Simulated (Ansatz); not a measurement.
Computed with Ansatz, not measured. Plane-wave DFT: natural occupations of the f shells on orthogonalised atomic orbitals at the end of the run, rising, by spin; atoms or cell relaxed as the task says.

```
cell
1.0
    -4.0148    4.0148    0.0000
     4.0148    4.0148    0.0000
     0.0000    0.0000   -7.6936
Gd Ti Ge
4 4 4
Direct
  0.7500 0.2500 0.3471
  0.2500 0.7500 0.3471
  0.2500 0.2500 0.6529
  0.7500 0.7500 0.6529
  0.5000 0.5000 0.0000
  0.0000 0.0000 0.0000
  0.0000 0.5000 0.0000
  0.5000 0.0000 0.0000
  0.2500 0.7500 0.7628
  0.7500 0.2500 0.7628
  0.2500 0.2500 0.2372
  0.7500 0.7500 0.2372
```

Starting moments (μB): Gd number 1 7.82, Gd number 2 7.82, Gd number 3 7.82, Gd number 4 7.82, Ti number 1 -0.48, Ti number 2 -0.48, Ti number 3 -0.48, Ti number 4 -0.48; others 0.

- cell charge: 0 e
- spin: collinear
- scf start: atoms
- lower state search: off
- functional: PBEsol
- wave cutoff: 420 eV
- k mesh: 4, 4, 4
- k shift: 0, 0, 0 mesh steps
- gaussian smearing: 0.05 eV
- task: single point

Q: How are the f shells occupied at the end?

A: 

```csv
shell atom,shell element,shell spin,shell occupation 1 (e),shell occupation 2 (e),shell occupation 3 (e),shell occupation 4 (e),shell occupation 5 (e),shell occupation 6 (e),shell occupation 7 (e)
1,Gd,up,1,1,1,1,1,1,1
1,Gd,down,0.01,0.01,0.01,0.02,0.02,0.02,0.02
2,Gd,up,1,1,1,1,1,1,1
2,Gd,down,0.01,0.01,0.01,0.02,0.02,0.02,0.02
3,Gd,up,1,1,1,1,1,1,1
3,Gd,down,0.01,0.01,0.01,0.02,0.02,0.02,0.02
4,Gd,up,1,1,1,1,1,1,1
4,Gd,down,0.01,0.01,0.01,0.02,0.02,0.02,0.02
```

Caveats: Gd without a U keeps its half-filled shell, but its 4f levels lie too near the Fermi level; occupations loosely converged; open f or d shells may hold a state above the lowest.
